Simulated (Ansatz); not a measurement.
Start of a relaxation, (100) slab as cut from the bulk (MoS2, P6_3/mmc (No. 194), (1 0 0) face):

```xyz
30
Lattice="3.1414 0.0000 0.0000 0.0000 12.5788 0.0000 0.0000 0.0000 26.7891" Properties=species:S:1:pos:R:3 pbc="T T T"
Mo    0.0000    9.4341    7.5000
S     0.0000    4.7038    7.5000
S     0.0000    1.5856    7.5000
Mo    1.5707    3.1447    8.4069
S     1.5707   10.9932    8.4069
S     1.5707    7.8750    8.4069
Mo    1.5707    9.4341   10.2206
S     1.5707    4.7038   10.2206
S     1.5707    1.5856   10.2206
Mo    0.0000    3.1447   11.1274
S     0.0000   10.9932   11.1274
S     0.0000    7.8750   11.1274
Mo    0.0000    9.4341   12.9411
S     0.0000    4.7038   12.9411
S     0.0000    1.5856   12.9411
Mo    1.5707    3.1447   13.8480
S     1.5707   10.9932   13.8480
S     1.5707    7.8750   13.8480
Mo    1.5707    9.4341   15.6617
S     1.5707    4.7038   15.6617
S     1.5707    1.5856   15.6617
Mo    0.0000    3.1447   16.5685
S     0.0000   10.9932   16.5685
S     0.0000    7.8750   16.5685
Mo    0.0000    9.4341   18.3822
S     0.0000    4.7038   18.3822
S     0.0000    1.5856   18.3822
Mo    1.5707    3.1447   19.2891
S     1.5707   10.9932   19.2891
S     1.5707    7.8750   19.2891
```

Computed with Ansatz 0.2.0, DFT PBEsol, scalar-relativistic, plane waves, PAW. Settings: cutoff 420 eV, Γ-centred mesh 9×2×1 on the computed 30-atom cell, Gaussian smearing of 0.05 eV; no spin polarisation. A dipole correction removes the field between periodic images along c.

All atoms are free. The cell is fixed. Force threshold 0.02 eV/Å.

(1) Where does it end?

Answers

(1) The energy falls by 0.286 eV in 6 steps, to:

```yaml
crystal:
  lattice:
    - [3.14143, 0.00000, 0.00000]
    - [0.00000, 12.57882, 0.00000]
    - [0.00000, 0.00000, 26.78909]
  atoms:
    - { symbol: Mo, position: [0.00000, 0.75000, 0.28106] }
    - { symbol: S, position: [0.00000, 0.37061, 0.28190] }
    - { symbol: S, position: [0.00000, 0.12939, 0.28190] }
    - { symbol: Mo, position: [0.50000, 0.25000, 0.31638] }
    - { symbol: S, position: [0.50000, 0.87592, 0.30904] }
    - { symbol: S, position: [0.50000, 0.62408, 0.30904] }
    - { symbol: Mo, position: [0.50000, 0.75000, 0.37742] }
    - { symbol: S, position: [0.50000, 0.37374, 0.38413] }
    - { symbol: S, position: [0.50000, 0.12626, 0.38413] }
    - { symbol: Mo, position: [0.00000, 0.25000, 0.41840] }
    - { symbol: S, position: [0.00000, 0.87291, 0.41208] }
    - { symbol: S, position: [0.00000, 0.62709, 0.41208] }
    - { symbol: Mo, position: [0.00000, 0.75000, 0.48004] }
    - { symbol: S, position: [0.00000, 0.37392, 0.48592] }
    - { symbol: S, position: [0.00000, 0.12608, 0.48592] }
    - { symbol: Mo, position: [0.50000, 0.25000, 0.51996] }
    - { symbol: S, position: [0.50000, 0.87392, 0.51408] }
    - { symbol: S, position: [0.50000, 0.62608, 0.51408] }
    - { symbol: Mo, position: [0.50000, 0.75000, 0.58160] }
    - { symbol: S, position: [0.50000, 0.37291, 0.58792] }
    - { symbol: S, position: [0.50000, 0.12709, 0.58792] }
    - { symbol: Mo, position: [0.00000, 0.25000, 0.62258] }
    - { symbol: S, position: [0.00000, 0.87375, 0.61587] }
    - { symbol: S, position: [0.00000, 0.62625, 0.61587] }
    - { symbol: Mo, position: [0.00000, 0.75000, 0.68362] }
    - { symbol: S, position: [0.00000, 0.37592, 0.69096] }
    - { symbol: S, position: [0.00000, 0.12408, 0.69096] }
    - { symbol: Mo, position: [0.50000, 0.25000, 0.71894] }
    - { symbol: S, position: [0.50000, 0.87061, 0.71810] }
    - { symbol: S, position: [0.50000, 0.62939, 0.71810] }
```

Cost: 1 run of about 22 core-minutes, on Intel Xeon Platinum 8488C (Sapphire Rapids) (shared hosts).